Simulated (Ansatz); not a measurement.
AlNi (CsCl type, Pm-3m) under volume change, DFT-r²SCAN in the program Ansatz with PAW potentials, scaled uniformly.

```csv
V (Å³/atom),E − E(relaxed) (meV/atom),P (GPa)
10.681,61.8,20.37
11.033,26.0,12.47
11.385,6.1,5.74
11.737,0.0,0.00
12.090,5.5,-4.89
12.442,21.0,-9.07
12.794,44.9,-12.62
```

Task: What does a third-order Birch–Murnaghan fit give for V₀, B₀ and B′?

Result: V₀ = 11.74 Å³/atom, B₀ = 176 GPa, B′ = 4.3.

The r²SCAN relaxation kept the symmetry of its start. The workflow began spin-polarised and lost its moments.

Potentials: the later of the program's two PAW sets.
